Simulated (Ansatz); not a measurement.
Ta:
```
Ta
1.0
   -1.65042     1.65042     1.65042
    1.65042    -1.65042     1.65042
    1.65042     1.65042    -1.65042
Ta
1
Direct
  0.00000   0.00000   0.00000
```

Relaxed with r²SCAN+D4. Special points in fractions of this cell's reciprocal vectors: Γ (0.000, 0.000, 0.000); H (0.500, -0.500, 0.500); N (0.000, 0.000, 0.500); P (0.250, 0.250, 0.250).

Task: List the band energies nearest the Fermi level at these points for r²SCAN+D4 (plane waves, PAW; program Ansatz).

Result: In eV from the Fermi level; about four levels below and three above (degenerate sets whole), none deeper than 8.9 eV; points with the same levels are listed once.

| k | below | above |
|---|---|---|
| Γ | -8.32 | 0.84 0.84 0.84 |
| H | -3.96 -3.96 | 7.14 7.14 7.14 |
| N | -4.56 -1.57 | 1.48 4.22 5.29 |
| P | -1.34 -1.34 -1.34 | 5.47 5.47 7.76 |

Space group Im-3m (bcc (W type)). Symmetry was held in the r²SCAN+D4 relaxation. No spin polarisation was allowed. The pairwise dispersion correction was not fitted to metals. Scalar-relativistic: spin–orbit coupling is off unless named, which matters more the heavier the elements.

Potentials: the earlier of the program's two PAW sets.
